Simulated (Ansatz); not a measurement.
This is a single-point calculation with the PAW code Ansatz on LaGa3N4, ordered on the wurtzite lattice (P3m1) with 8 atoms a cell; the level of theory is PBE0. The cell was relaxed beforehand with r2SCAN.

input.yaml:
```yaml
crystal:
  lattice:
    - [3.3330623007, 0.0, 0.0]
    - [-1.6665311504, 2.8865166248, 0.0]
    - [0.0, 0.0, 11.2289916907]
  atoms:
    - { symbol: Ga, position: [0.3333333333, 0.6666666667, 0.0262458715] }
    - { symbol: Ga, position: [0.3333333333, 0.6666666667, 0.4757321576] }
    - { symbol: Ga, position: [0.6666666667, 0.3333333333, 0.2507614379] }
    - { symbol: La, position: [0.6666666667, 0.3333333333, 0.7500925218] }
    - { symbol: "N", position: [0.3333333333, 0.6666666667, 0.20093269] }
    - { symbol: "N", position: [0.3333333333, 0.6666666667, 0.6478018789] }
    - { symbol: "N", position: [0.6666666667, 0.3333333333, 0.4258709874] }
    - { symbol: "N", position: [0.6666666667, 0.3333333333, 0.9725624548] }
kpoints:
  mp_grid: { grid: [6, 6, 2] }
  band_path:
    path:
      - [0.0, 0.0, 0.0]
      - [0.5, 0.0, 0.0]
      - [0.3333333333, 0.3333333333, 0.0]
      - [0.0, 0.0, 0.5]
      - [0.5, 0.0, 0.5]
      - [0.3333333333, 0.3333333333, 0.5]
    npoints: 1
hamiltonian:
  xc: pbe0
scf:
  occupations: { method: fixed }
  n_extra_bands: 6
output:
  forces: true
  stress: true
  eigenvalues: true
  write_density: true
  write_potential: true
  elf: true
  volumetric_format: npy
```

Run as `ansatz run input.yaml --threads 4 --pin off --max-ram 6451MiB --backend cpu --events-out ev --progress --plain --runs-dir out`. It took 99 s on 4 threads of Arm Neoverse V2 (shared host); peak host memory 2.3 GiB.

The output, standing remarks left out:
```
Functional definition: PBE0
  parameter a = 0.25
  parameter kappa = 0.804
  parameter beta = 0.06672455060314922
  exchange = (1 - a)*pbe_x(kappa = kappa, mu = beta*pi^2/3) + a*exact_x
  correlation = pbe_c(beta = beta)
Crystal: 8 atoms, lattice volume = 108.033 Å³
Basis set: ecut = 420 eV, 2149 PW (Γ)
Bands: 41, of which v1, the nominal top of the filled ones, is band 35 counted from 1 (34 counted from 0)
Symmetry: 6 space group operations
Space group: P3m1 (ITA 156)
k-points: 14 of 72 (time reversal used)
hybrid outer 1: dexx = +7.090e-2 eV, tail = 1.57e-4 eV
hybrid outer 2: dexx = +5.192e-6 eV, tail = 9.15e-8 eV, Δε = 4.43e-3 eV, ΔF = 8.41e-3 eV/Å
hybrid outer 3: dexx = +2.960e-9 eV, tail = 3.50e-9 eV, Δε = 9.91e-5 eV, ΔF = 1.51e-4 eV/Å
hybrid SCF converged: 3 outer / 19 inner (+6 warm-up)
Free energy (F): -19143.488868 eV
Fermi energy:    9.243045 eV
--- Forces (eV/Å), atoms counted from 1 ---
  atom   1  Ga      0.00000      0.00000      0.07731
  atom   2  Ga      0.00000      0.00000    -0.04667
  atom   3  Ga      0.00000      0.00000      0.01948
  atom   4  La      0.00000      0.00000    -0.25467
  atom   5  N       0.00000      0.00000    -0.02900
  atom   6  N       0.00000      0.00000      0.36778
  atom   7  N       0.00000      0.00000    -0.02164
  atom   8  N       0.00000      0.00000    -0.11262
--- Stress (GPa, compression-positive) ---
       -0.130253       0.000000       0.000000
        0.000000      -0.130253       0.000000
        0.000000       0.000000      -1.019234
  P = ⅓ Tr σ = -0.4266 GPa (-4.266 kbar)
--- Band table (eV; the first three rows and the last of 14) ---
  k-point 0: bands = […, 7.7732, 8.3370, 8.3467, 8.3467, 8.7231, 8.7231, 11.7184, 13.5131, 14.0241, 14.3546, …]
  k-point 1: bands = […, 7.7929, 8.3140, 8.3140, 8.5867, 8.7390, 8.7390, 11.9943, 12.8873, 14.3115, 14.3250, …]
  k-point 2: bands = […, 7.2092, 7.3218, 7.8556, 8.0627, 8.4355, 8.5149, 12.9964, 13.5276, 14.6574, 15.1742, …]
  k-point 13: bands = […, 6.1691, 6.2844, 6.9772, 7.4177, 7.9125, 9.0377, 13.5209, 13.7095, 15.2676, 15.5648, …]
```

The rows of the band table are 0: (0, 0, 0) = Γ, 1: (0, 0, -1/2) = A, 2: (0, 1/6, 0), 13: (1/3, 1/3, -1/2) = H.

bands.tsv, columns around the gap (it counts bands from 0):
```tsv
# k_distance	band_30	band_31	band_32	band_33	band_34	band_35	band_36	band_37	band_38
# fermi_ev = 9.243045
# [0, 0, 0] at k_distance = 0.000000
# [0.5, 0, 0] at k_distance = 1.088368
# [0.3333333333, 0.3333333333, 0] at k_distance = 1.716738
# [0, 0, 0.5] at k_distance = 3.004242
# [0.5, 0, 0.5] at k_distance = 4.092610
# [0.3333333333, 0.3333333333, 0.5] at k_distance = 4.720980
# levels_relative_to = fermi_ev
0.000	-0.906	-0.896	-0.896	-0.520	-0.520	2.475	4.270	4.781	5.112
1.088	-2.612	-1.651	-1.623	-1.235	-0.850	3.335	5.055	6.019	6.271
1.717	-2.695	-2.474	-2.000	-1.889	0.000	4.195	4.485	6.112	6.399
3.004	-0.929	-0.929	-0.656	-0.504	-0.504	2.751	3.644	5.068	5.082
4.093	-2.329	-1.975	-1.532	-1.261	-1.078	3.449	5.211	5.949	6.315
4.721	-2.959	-2.266	-1.825	-1.331	-0.205	4.278	4.466	6.025	6.322
```
In order the rows are Γ, M, K, A, L, H.

Planar averages along the third cell vector, from rho_z.tsv and v_z.tsv (valence density with its augmentation; electrostatic potential energy of an electron, of which only differences have a meaning):

| z (Å) | ρ (e/Å³) | v_es (eV) |
| --- | --- | --- |
| 0.00 | 1.273 | 0.84 |
| 0.42 | 1.707 | 4.87 |
| 0.98 | 0.199 | 9.02 |
| 1.40 | 0.182 | 12.31 |
| 1.97 | 0.532 | 5.40 |
| 2.39 | 0.956 | -0.15 |
| 2.95 | 1.701 | 4.61 |
| 3.37 | 0.294 | 7.53 |
| 3.79 | 0.159 | 11.74 |
| 4.35 | 0.411 | 8.38 |
| 4.77 | 0.765 | 0.55 |
| 5.33 | 2.059 | 3.36 |
| 5.75 | 0.534 | 6.49 |
| 6.32 | 0.154 | 12.10 |
| 6.74 | 0.300 | 11.32 |
| 7.30 | 0.659 | 3.38 |
| 7.72 | 0.703 | -0.37 |
| 8.14 | 0.666 | -4.37 |
| 8.70 | 0.616 | -5.12 |
| 9.12 | 0.370 | 0.65 |
| 9.69 | 0.110 | 10.13 |
| 10.11 | 0.174 | 12.50 |
| 10.67 | 0.563 | 5.18 |
| 11.09 | 0.921 | 0.15 |

With PBE0 the valence top lies at K and the conduction bottom at Γ, 2.48 eV higher; the smallest vertical gap, at Γ, is 3.00 eV. The mean pressure at these positions is -0.4 GPa, compression counted positive. The stress of a hybrid is loosely converged here. The largest force is 0.37 eV/Å.

Values at 0 K without nuclear motion; spin polarisation is off, and the phase may be a hypothetical one.

The runs are scalar-relativistic, without spin-orbit coupling.

The meshes of the hybrids are coarse, so their gaps aren't converged to the digits shown.
